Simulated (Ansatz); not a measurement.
Q: Name crystals whose computed values (plane-wave PAW PBEsol (Ansatz code)) fall in these windows: highest Γ mode, no LO–TO term (cm⁻¹) 90 to 110; G_Hill (GPa) 10 to 14.

A: 

```tsv
crystal	highest Γ mode, no LO–TO term (cm⁻¹)	G_Hill (GPa)
In2Bi, P6_3/mmc (In on 2a, In on 2d, Bi on 2c)	100	12.5
```
Others may fit too.

Standing as an ambient phase not checked: In2Bi, P6_3/mmc (In on 2a, In on 2d, Bi on 2c). The cell was relaxed under the symmetry of its start. Spin–orbit coupling is left out wherever it is not named.

Potentials: the later of the program's two PAW sets.
